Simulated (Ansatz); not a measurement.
Na (bcc (W type), Im-3m) at seven volumes, the program Ansatz at the PBE+D3(BJ) level (PAW), scaled uniformly. One row is withheld.

```csv
V (Å³/atom),P (GPa)
30.915,1.00
31.934,0.62
32.953,0.29
33.973,0.00
34.992,-0.25
36.011,-0.47
37.030,?
```

Fit the shown pressures and predict the withheld one.

P = (3/2)B₀(x^(7/2) − x^(5/2))[1 + (3/4)(B′ − 4)(x − 1)] with x = (V₀/V)^(2/3). Least squares on the six rows gives V₀ = 33.976 Å³/atom, B₀ = 9.0 GPa, B′ = 3.55. At V = 37.030, x = 0.9442 and P = -0.66 GPa. The run itself gave -0.66 GPa.

The PBE+D3(BJ) relaxation kept the symmetry of its start. The pairwise dispersion correction was not fitted to metals.

Potentials: the later of the program's two PAW sets.
